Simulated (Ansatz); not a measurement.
Starting cell, La₂O₃ (A-La2O3 type, space group P-3m1):

```
CELL_PARAMETERS angstrom
      3.90611     0.00000     0.00000
     -1.95305     3.38279     0.00000
      0.00000     0.00000     6.04025
ATOMIC_POSITIONS crystal
  La 0.33333 0.66667 0.24537
  La 0.66667 0.33333 0.75463
  O  0.00000 0.00000 0.00000
  O  0.33333 0.66667 0.64601
  O  0.66667 0.33333 0.35399
```

Scan: atom 5 (O, nearest neighbour La at 2.349 Å; its periodic images, 3.9 Å or more away, move with it) is displaced along Cartesian [110], direction (0.707, 0.707, 0.000) in Cartesian axes, by s. The other atoms stay.

These are PBEsol (plane waves to 420 eV, PAW, scalar-relativistic; Ansatz, a quantum-chemistry and plane-wave program) values and carry that method's errors. k mesh 8×8×5 (Γ-centred), Fermi-Dirac smearing 0.05 eV. E stands for the smeared free energy. Left out: 2 of 11 points, with atoms too close for the PAW data. La2O3 is run without spin polarisation. La2O3 was relaxed with its symmetry unable to fall. ΔE is measured from the undisplaced structure.

| s (Å) | ΔE (meV/cell) |
|---|---|
| -0.470 | 755 |
| -0.376 | 494 |
| -0.282 | 284 |
| -0.188 | 130 |
| -0.094 | 33 |
| 0.000 | 0 |
| 0.094 | 36 |
| 0.188 | withheld |
| 0.282 | 361 |

Task: Fit a polynomial form (powers 2, 3, 4) to the given rows and predict ΔE at s = 0.188.

Result: Least squares on the 8 given rows: ΔE = (3967)·s² + (1703)·s³ + (1143)·s⁴, in meV/cell with s in Å; root-mean-square residual 0.5 meV/cell. At 0.188 the fit gives 153 meV/cell; the calculation gives 152 meV/cell, so the interpolation is off by 1 (+0.7 %). The quadratic term alone would give 140 meV/cell.

(For displaced atoms, the force is minus the slope of the energy, and its curvature is a force constant, which sets phonon frequencies.)
